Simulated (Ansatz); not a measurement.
## Notes on SiO₂

```yaml
crystal:
  lattice:
    - [4.18115, 0.00000, 0.00000]
    - [0.00000, 4.18115, 0.00000]
    - [0.00000, 0.00000, 2.66206]
  atoms:
    - { symbol: O, position: [0.30690, 0.30690, 0.00000] }
    - { symbol: O, position: [0.19310, 0.80690, 0.50000] }
    - { symbol: O, position: [0.69310, 0.69310, 0.00000] }
    - { symbol: O, position: [0.80690, 0.19310, 0.50000] }
    - { symbol: Si, position: [0.00000, 0.00000, 0.00000] }
    - { symbol: Si, position: [0.50000, 0.50000, 0.50000] }
```

Single point in Ansatz 0.2.0 with PBE, no spin polarisation. Cutoff 420 eV, PAW datasets, 6×6×10 Γ-centred k mesh, fermi-dirac filling (width 0.1 eV).

Q: How is the charge shared?

A: Bader charges in e: Si +3.28, O -1.64. In the mean Si gives up most and O takes most.

Q: What does the stress say?

A: The pressure is 11.7 GPa (compression positive), so with the atoms held at these fractions the cell would first expand. The principal stresses 11.1, 11.1, 12.8 GPa differ, so its shape would change too.

Q: What is the formation energy?

A: -2.58 eV an atom against the elements' usual phases (free molecules for gases, crystals otherwise, with no correction for O₂ or N₂), so it is bound against them; other compounds may still compete. Relaxing would lower it.

Q: Which atom feels the largest force, and which way?

A: The largest is on O1 (and as large on other atoms): 0.26 eV/Å, components (-0.19, -0.19, 0.00). It makes 131° with the line to a nearest neighbour, Si6 at 1.75 Å.

Q: Metal or insulator? Give the gap.

A: The gap is 5.67 eV, direct at the points sampled. A semilocal functional usually gives too small a gap.

Q: Which orbitals make up the band edges?

A: Within 0.7 eV of the edges, the states project mainly on O p (98 %) below the gap and on Si s (51 %) and O s (37 %) above it.

Origin: a database entry at a rescaled volume. Caveats: atoms or cell far from equilibrium.
